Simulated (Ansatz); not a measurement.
BiSb: what symmetry allows forces and stress to be

```
CELL_PARAMETERS angstrom
2.30747 1.33222 4.17971
-2.30747 1.33222 4.17971
0.00000 -2.66443 4.17971
ATOMIC_POSITIONS crystal
Sb 0.78061 0.78061 0.78061
Bi 0.21939 0.21939 0.21939
```

Computed with Ansatz 0.2.0, DFT PBEsol, scalar-relativistic, plane waves, PAW.

Cutoff 420 eV; k points 12×12×12 on the computed 2-atom cell (Γ-centred); Gaussian smearing, width 0.05 eV; no spin polarisation.

This distorted cell has space group R3m, with 6 operations.

Problem. Without a calculation: in which directions can each atom feel a force?

Solution. A force must be left unchanged by every operation that keeps its atom in place, so it lies in the space that those operations leave fixed. Atoms that the group maps onto each other feel forces of one size.
```json
{"atom": "Sb1", "site symmetry": "3m", "operations at the site": "6", "equivalent to atom": "1", "allowed force (Cartesian)": "along (0.00, 0.00, 1.00)"}
{"atom": "Bi2", "site symmetry": "3m", "operations at the site": "6", "equivalent to atom": "2", "allowed force (Cartesian)": "along (0.00, 0.00, 1.00)"}
```

That leaves 2 independent force components of 6, tied by 1 condition that the forces sum to zero, so 1 remains. A relaxation in this cell that keeps the symmetry moves the atoms in these directions alone.

Problem. And the stress tensor?

Solution. It must be invariant under the point group, which leaves 2 independent components: yz, xz, xy vanish; xx = yy.

Problem. Do the computed values obey this?

Solution. Yes. Forces (eV/Å):
```
Sb1  0.000  0.000 -0.832
Bi2  0.000  0.000  0.832
```

Stress (GPa, compression positive, xx yy zz yz xz xy): -2.76 -2.76 -1.29 0.00 0.00 0.00. The program imposes the same operations on density, forces and stress, so this confirms the analysis and is no independent test of the calculation.

Spin–orbit coupling is left out, which can shift energies with elements as heavy as these.